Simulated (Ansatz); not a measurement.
Ge$_{2}$Pd in space group I4/mcm (No. 140; Ge on 8h, Pd on 4a) under volume change, the program Ansatz at the PBE level (PAW), shape and atoms relaxed at each volume.

```tsv
V (Å³/atom)	E − E(relaxed) (meV/atom)	P (GPa)
15.756	54.1	12.28
16.276	?	?
16.795	5.2	3.33
17.315	0.0	0.00
17.834	4.5	-2.72
18.354	?	?
18.873	36.8	-6.99
```

Complete the blanks.


- 16.276, E − E(relaxed) (meV/atom): 22.4
- 16.276, P (GPa): 7.41
- 18.354, E − E(relaxed) (meV/atom): 17.2
- 18.354, P (GPa): -5.03

What does a third-order Birch–Murnaghan fit give for V₀, B₀ and B′?

V₀ = 17.32 Å³/atom, B₀ = 101 GPa, B′ = 5.3.

The cell is a constructed one: a structure type filled with these elements; neither database checked (COD, Materials Project) lists it. Whether it is the stable phase at ambient conditions was not checked. The PBE relaxation kept the symmetry of its start; whether a distortion lowers the energy is not shown. The run is not spin-polarised.

Potentials: the later of the program's two PAW sets.
